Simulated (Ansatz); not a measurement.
Relaxed-ion elastic tensor of AlOs (CsCl type, Pm-3m) in GPa (Voigt order), r²SCAN in the plane-wave PAW code Ansatz; density 13.40 g/cm³, 13.46 Å³ per atom.

|  | 1 | 2 | 3 | 4 | 5 | 6 |
|---|---|---|---|---|---|---|
| 1 | 385 | 190 | 190 | 0.0 | 0.0 | 0.0 |
| 2 | 190 | 385 | 190 | 0.0 | 0.0 | 0.0 |
| 3 | 190 | 190 | 385 | 0.0 | 0.0 | 0.0 |
| 4 | 0.0 | 0.0 | 0.0 | 165 | 0.0 | 0.0 |
| 5 | 0.0 | 0.0 | 0.0 | 0.0 | 165 | 0.0 |
| 6 | 0.0 | 0.0 | 0.0 | 0.0 | 0.0 | 165 |

Problem. Is the crystal mechanically stable?

Solution. Yes: the smallest eigenvalue of C is 165 GPa.

Problem. Work out the Voigt, Reuss and Hill averages.

Solution. K_V = 255, K_R = 255, K_H = 255; G_V = 138, G_R = 129, G_H = 134 GPa.

Problem. Give Young's modulus, Poisson's ratio, Pugh's ratio and the universal anisotropy index.

Solution. E = 9KG/(3K + G) = 342 GPa; ν = 0.28; K/G = 1.91 (ductile by the Pugh limit of 1.75); A_U = 5G_V/G_R + K_V/K_R − 6 = 0.34.

Problem. Estimate the sound speeds and the Debye temperature.

Solution. v_l = √((K + 4G/3)/ρ) = 5690 m/s, v_t = √(G/ρ) = 3160 m/s, mean 3520 m/s; Θ = (h/k)(3n/4πV)^(1/3) v_m = 440 K.

Problem. Give the Zener ratio and Young's modulus along [100], [110] and [111].

Solution. A = 2C44/(C11 − C12) = 1.70; 1/E = S11 − 2(S11 − S12 − S44/2)Γ with Γ = 0, 1/4, 1/3 gives 259, 357, 408 GPa.

A made-up cell: these elements were put on the sites of a structure type; the Crystallography Open Database copy checked does not list it. Its standing as an ambient phase is unchecked. The cell was relaxed with r²SCAN under the symmetry of its start; its stability against distortions is not shown here. No spin polarisation was allowed. As this level gives no gap, shear constants depend on the k-mesh and smearing (Fermi–Dirac, 0.1 eV here). Scalar-relativistic: spin–orbit coupling is off unless named, which matters more the heavier the elements.

Potentials: the earlier of the program's two PAW sets.
